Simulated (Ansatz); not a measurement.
**ZnSe, first-principles data**

ZnSe:
```xyz
4
Lattice="3.7369 0.0000 0.0000 0.0000 3.7369 0.0000 0.0000 0.0000 6.7808" Properties=species:S:1:pos:R:3 pbc="T T T"
Zn     0.0000     1.8685     0.0000
Zn     1.8685     0.0000     3.3904
Se     0.0000     0.0000     1.6952
Se     0.0000     0.0000     5.0856
```

Space group P4_2/mmc (No. 131); conventional cell a = 3.7369 Å, b = 3.7369 Å, c = 6.7808 Å, α = 90.00°, β = 90.00°, γ = 90.00°.

Method: DFT-PBEsol in the program Ansatz with PAW potentials. The cell and atoms are relaxed at this level. Other levels are named where they apply.

Cell and energy:

```
Quantity                                                      Result
-----------------------------------------------------  -------------
Volume per atom                                             23.67 Å³
Density                                                   5.06 g/cm³
Formation energy from the elements (no fitted shifts)  -0.19 eV/atom
```

Electronic structure:

```
Item                                                                        Result
------------------------------------  --------------------------------------------
Electronic character                                             metallic (no gap)
Density of states at the Fermi level  0.22 states/eV per atom (mean over ±0.08 eV)
```

Mechanics:

```
Property                               Value
----------------------------------  --------
Bulk modulus (Birch–Murnaghan fit)  45.6 GPa
Pressure derivative B′                   3.0
```

Phonons:

```
Property                                                 Value
-----------------------------  -------------------------------
Highest zone-centre frequency                         202 cm⁻¹
Zone-centre stability          unstable, softest mode 62i cm⁻¹
```

A made-up cell: these elements were put on the sites of a structure type; neither database checked (COD, Materials Project) lists it. It is not the phase usual at ambient conditions (space group No. 216). Symmetry was held in the PBEsol relaxation. As this level gives no gap, phonon frequencies hold no LO–TO term and depend on the k-mesh and smearing (Fermi–Dirac, 0.1 eV here). The references are the lowest solids computed at this level, not always the standard phases. Scalar-relativistic: spin–orbit coupling is off unless named, which matters more the heavier the elements.

Potentials: the later of the program's two PAW sets.
